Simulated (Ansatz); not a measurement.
Mn2SiB2:
```yaml
crystal:
  lattice:
    - [1.45374, -5.30445, 0.00000]
    - [1.45374, 5.30445, 0.00000]
    - [0.00000, 0.00000, 2.70280]
  atoms:
    - { symbol: Si, position: [0.00000, 0.00000, 0.00000] }
    - { symbol: Mn, position: [0.36663, 0.63337, 0.50000] }
    - { symbol: Mn, position: [0.63337, 0.36663, 0.50000] }
    - { symbol: B, position: [0.20642, 0.79358, 0.00000] }
    - { symbol: B, position: [0.79358, 0.20642, 0.00000] }
```

Relaxed with PBEsol. Special points in fractions of this cell's reciprocal vectors: Γ (0.000, 0.000, 0.000); Y (-0.500, 0.500, 0.000); C0 (-0.269, 0.731, 0.000); Σ0 (0.269, 0.269, 0.000); Z (0.000, 0.000, 0.500); A0 (0.269, 0.269, 0.500); E0 (-0.269, 0.731, 0.500); T (-0.500, 0.500, 0.500); S (0.000, 0.500, 0.000); R (0.000, 0.500, 0.500).

Q: List the band energies nearest the Fermi level at these points for DFT-PBEsol in the program Ansatz with PAW potentials.

A: In eV from the Fermi level; about four levels below and three above (degenerate sets whole), none deeper than 8.9 eV; points with the same levels are listed once.

| k | below | above |
|---|---|---|
| Γ | -1.71 -0.63 -0.55 -0.36 | 0.31 0.67 1.38 |
| Y | -1.17 -0.72 -0.45 -0.33 | 0.81 1.42 2.83 |
| C0 | -1.03 -0.94 -0.65 -0.42 | 0.13 0.21 3.12 |
| Z | -2.49 -2.15 -1.12 -0.84 | 0.40 0.82 1.68 |
| A0 | -5.34 -1.81 -0.92 -0.87 | 0.25 0.36 0.62 |
| T | -2.62 -1.98 -1.73 -0.03 | 0.68 0.85 1.97 |
| S | -1.04 -0.94 -0.64 -0.44 | 0.13 0.19 3.14 |
| R | -5.48 -1.78 -0.99 -0.77 | 0.34 0.34 0.57 |

Space group Cmmm. The start of the workflow was typed in or built on a structure type; neither database checked (COD, Materials Project) lists it. Its standing as an ambient phase is unchecked. The cell was relaxed with PBEsol under the symmetry of its start; whether a distortion lowers the energy is not shown. The workflow began spin-polarised and lost its moments.

Potentials: the later of the program's two PAW sets.
